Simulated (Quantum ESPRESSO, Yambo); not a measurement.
At a photon energy of 7.88 eV, RPA with local fields on PBEsol bands shifted by a G0W0 scissor of 2.67 eV (Quantum ESPRESSO and Yambo; 3×3×2 mesh, 162 bands, 3 Ry local-field block, 0.2 eV broadening) gives ε = 2.87 + 1.53i for KMo₂AlO₈ (space group P-3m1, No. 164), field along x. Axes are Cartesian, with cell vectors (Å) (5.64, 0.00, 0.00), (-2.82, 4.88, 0.00), (0.00, 0.00, 7.32).

Q: Work out n, κ, the normal-incidence reflectivity, the absorption coefficient and the penetration depth.

A: 
|ε| = 3.25; n = √((|ε| + ε1)/2) = 1.75, κ = √((|ε| − ε1)/2) = 0.44. R = ((n − 1)² + κ²)/((n + 1)² + κ²) = 0.10. α = 2Eκ/(ħc) with ħc = 197.327 eV nm: 0.0349 per nm = 3.5 × 10⁵ per cm, a 1/e depth of 29 nm. The computed direct gap is 6.34 eV, and the energy scale of the real crystal may differ from it. Excitonic effects are left out, and values at one energy depend on mesh and broadening. The scissor comes from a G0W0 run whose convergence isn't established. Convergence of the RPA response with its 3×3×2 mesh was not tested.

Spin-orbit coupling is not included.

Geometry of the Materials Project entry, not relaxed at this level; primitive cell a = 5.638 Å, b = 5.638 Å, c = 7.318 Å, α = 90.00°, β = 90.00°, γ = 120.00°.

The structure is a Materials Project entry; no match was found in the copy of COD used, and its stability was not checked.
